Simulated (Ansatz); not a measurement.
Phonon spectrum of Ta$_{5}$Ru

The calculation used Ansatz 0.2.0, DFT PBE, scalar-relativistic, plane waves, PAW. Settings: 420 eV plane-wave cutoff, Γ-centred 12×12×4 mesh, Fermi-Dirac smearing of 0.15 eV. No spin polarisation. Phonons by linear response, acoustic sum rule imposed.

Equilibrium structure at this level:
```
Ta Ru
1.0
     3.24563    0.00000    0.00000
     0.00000    3.24563    0.00000
     0.00000    0.00000    9.94561
Ta Ru
5 1
Direct
  0.00000 0.00000 0.16978
  0.50000 0.50000 0.34137
  0.50000 0.50000 0.65863
  0.00000 0.00000 0.83022
  0.50000 0.50000 0.00000
  0.00000 0.00000 0.50000
```

It was reached by relaxing an invented guess, and it needn't be the stable form of this composition. In a metal, frequencies and elastic constants depend on the k mesh and the smearing, soft modes and shear constants most. Spin–orbit coupling is left out, which matters for heavy elements. The q mesh is coarse, so values between its points are rough.

Force constants from linear response on a 2×2×1 q mesh.

(1) Is the structure dynamically stable on this mesh?

(2) Give the frequencies (cm⁻¹; i marks imaginary ones) at the irreducible q points, in fractions of the reciprocal vectors.

## Answers

(1) Yes, on this mesh: no mode is imaginary.

(2)
```csv
q,star,frequencies
0.000 0.000 0.000,1,0 0 0 73 73 85 85 121 133 145 145 146 146 174 174 175 185 188
0.000 -0.500 0.000,2,102 111 113 113 113 113 114 118 136 142 143 153 165 166 170 178 178 187
-0.500 -0.500 0.000,1,113 113 123 127 127 132 132 139 144 145 155 159 159 170 170 177 178 178
```
